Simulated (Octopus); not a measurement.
CSi (F-43m, No. 216): effect of the lattice scale

CSi (F-43m, No. 216):
```
CSi
1.0
    0.00000     2.17699     2.17699
    2.17699     0.00000     2.17699
    2.17699     2.17699     0.00000
Si C
1 1
Direct
  0.75000   0.75000   0.75000
  0.00000   0.00000   0.00000
```
The cell is a database entry, not relaxed again.

All numbers are Octopus results at the level LDA (grid spacing about 0.18 Å, Γ-centred 8×8×8 k-mesh, no spin polarisation; Troullier-Martins for Si C), not measurements.

All lattice vectors are scaled alike, with fixed fractional coordinates.

| lattice scale | gap between mesh points (eV) |
|---|---|
| 0.96 | 1.29 |
| 0.98 | 1.34 |
| 1.00 | 1.39 |
| 1.02 | 1.44 |
| 1.04 | 1.48 |

Q: What volume deformation potential dEg/d ln V does this gap have at the unscaled cell?

A: About 0.8 eV from a quadratic fit.
